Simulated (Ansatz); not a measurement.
BaTiO3 in space group Amm2 (No. 38; Ba on 2a, Ti on 2b, O on 4e, O on 2a) under volume change, DFT-LDA in the program Ansatz with PAW potentials, shape and atoms relaxed at each volume.

| V (Å³/atom) | E − E(relaxed) (meV/atom) | P (GPa) |
|---|---|---|
| 11.171 | 62.0 | 20.63 |
| 11.540 | ___ | ___ |
| 11.908 | ___ | ___ |
| 12.276 | 0.0 | 0.00 |
| 12.645 | 4.6 | -3.85 |
| 13.013 | 16.9 | -6.67 |
| 13.381 | 34.9 | -8.77 |

Q: Complete the blanks.

A: 
- 11.540, E − E(relaxed) (meV/atom): 24.7
- 11.540, P (GPa): 12.04
- 11.908, E − E(relaxed) (meV/atom): 5.5
- 11.908, P (GPa): 5.05

Q: What does a third-order Birch–Murnaghan fit give for V₀, B₀ and B′?

A: V₀ = 12.28 Å³/atom, B₀ = 149 GPa, B′ = 8.5.

This is a known low-temperature phase of the composition, computed here at zero pressure and temperature. The LDA relaxation kept the symmetry of its start. At this level the phase is dynamically unstable (imaginary phonons). No spin polarisation was allowed. Spin–orbit coupling is left out wherever it is not named.

Potentials: the earlier of the program's two PAW sets.
